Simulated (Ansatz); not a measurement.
The relaxed structure here is a generated cell of SiNi: the first start was made by placing the elements on the sites of a structure type, and the end was not matched to a known phase here, so it may be hypothetical. Known forms of SiNi include space group No. 62.

A relaxed cell of SiNi (P4₂/mmc (No. 131)), relaxed on a k-mesh at least as fine as the one used below. Level of theory: PBE (plane waves to 420 eV, PAW, scalar-relativistic; Ansatz, a first-principles code). Γ-centred k-mesh 9×9×7 on the run's cell (coarser than for final values), Fermi–Dirac smearing 0.05 eV.

```
SiNi
1.0
    7.46328     0.00000     0.00000
    3.73164     3.73164     0.00000
    0.00000     0.00000     4.88930
Si Ni
4 4
Direct
  0.75000   0.50000   0.00000
  0.25000   0.50000   0.00000
  0.25000   0.00000   0.50000
  0.75000   0.00000   0.50000
  0.00000   0.00000   0.25000
  0.50000   0.00000   0.25000
  0.00000   0.00000   0.75000
  0.50000   0.00000   0.75000
```

The atoms are displaced along an unstable phonon of this cell by (Å):

```json
[
 {"atom": "Si1", "ux": "0.000", "uy": "0.000", "uz": "0.150"},
 {"atom": "Si2", "ux": "0.000", "uy": "0.000", "uz": "-0.150"},
 {"atom": "Si3", "ux": "0.000", "uy": "0.000", "uz": "0.000"},
 {"atom": "Si4", "ux": "0.000", "uy": "0.000", "uz": "0.000"},
 {"atom": "Ni5", "ux": "0.000", "uy": "-0.077", "uz": "0.000"},
 {"atom": "Ni6", "ux": "0.000", "uy": "0.077", "uz": "0.000"},
 {"atom": "Ni7", "ux": "0.000", "uy": "0.077", "uz": "0.000"},
 {"atom": "Ni8", "ux": "0.000", "uy": "-0.077", "uz": "0.000"}
]
```

### Question
What forces (eV/Å) and pressure result?

### Answer
```
atom    Fx     Fy     Fz
----  ----  -----  -----
Si1   0.00   0.00   0.12
Si2   0.00   0.00  -0.12
Si3   0.00   0.00   0.00
Si4   0.00   0.00   0.00
Ni5   0.00  -0.15  -0.04
Ni6   0.00   0.15  -0.04
Ni7   0.00   0.15   0.04
Ni8   0.00  -0.15   0.04
```

Pressure -0.7 GPa.

The undisplaced cell is probably no minimum: from this displacement the run went on to Cmme (No. 67), 0.15 eV/atom below it.

No spin polarisation in the result: the starting moments vanished. A magnetic state may lie lower.
